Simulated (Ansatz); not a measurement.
Sb: course of a relaxation

Theory: DFT PBEsol, scalar-relativistic, plane waves, PAW in Ansatz. Run with 420 eV cutoff, 18×18×8 k-mesh, Gaussian smearing of 0.10 eV, no spin polarisation.

What was changed: relaxed at 50 GPa.

Other phases may be more stable at this pressure.

Command:

```bash
ansatz run input.yaml --threads 1 --pin off --max-ram 1331MiB --backend cpu --events-out ev --progress --plain --runs-dir out
```

Input:

```yaml
crystal:
  lattice:
    - [3.0030677149, 0.0, 0.0]
    - [-1.5015338575, 2.6007329304, 0.0]
    - [0.0, 0.0, 4.952340292]
  atoms:
    - { symbol: Sb, position: [0.3333333333, 0.6666666667, 0.25] }
    - { symbol: Sb, position: [0.6666666667, 0.3333333333, 0.75] }
basis:
  ecutwfc: 420
kpoints:
  mp_grid: { grid: [18, 18, 8] }
hamiltonian:
  xc: pbesol
scf:
  occupations: { method: gaussian, width: 0.1 }
output:
  forces: true
  stress: true
  eigenvalues: true
relax:
  adjacent_minimum: "off"
  f_tol: 0.008
  max_steps: 50
  cell: { stress_tol: 0.08, p_target: 50.0 }
```

F is the free energy. Steps run on the plane waves of an earlier cell, but the last one, and at times one on the way, on a freshly chosen basis, so a repeated geometry can differ a little in energy. The relaxation lowers the enthalpy F + PV at the target pressure, so F itself can rise.

At step 2 F + PV rises: a step can overshoot before the optimiser corrects it.

Steps:

```tsv
step	F − F(1) (eV)	largest force component (eV/Å)	V (Å³/atom)	P (GPa)
1	0.0000	0.000	19.339	40.79
2	1.5539	0.000	17.130	75.48
3	0.3567	0.000	18.696	48.95
4	0.4088	0.000	18.611	50.14
5	0.4033	0.000	18.620	50.01
6	0.4040	0.000	18.620	50.02
```

Relaxed structure:

```xyz
2
Lattice="2.9759 0.0000 0.0000 -1.4880 2.5772 0.0000 0.0000 0.0000 4.8555" Properties=species:S:1:pos:R:3 pbc="T T T"
Sb    0.0000    1.7181    1.2139
Sb    1.4880    0.8591    3.6416
```

It takes space group P6_3/mmc (No. 194, hexagonal). Conventional cell: a = 2.976 Å, b = 2.976 Å, c = 4.855 Å, α = 90.00°, β = 90.00°, γ = 120.00°. Sb (site symmetry -6m2) has 12 Sb at 2.97 to 2.98 Å as nearest neighbours.

The run converged. The run took about 80 core-seconds.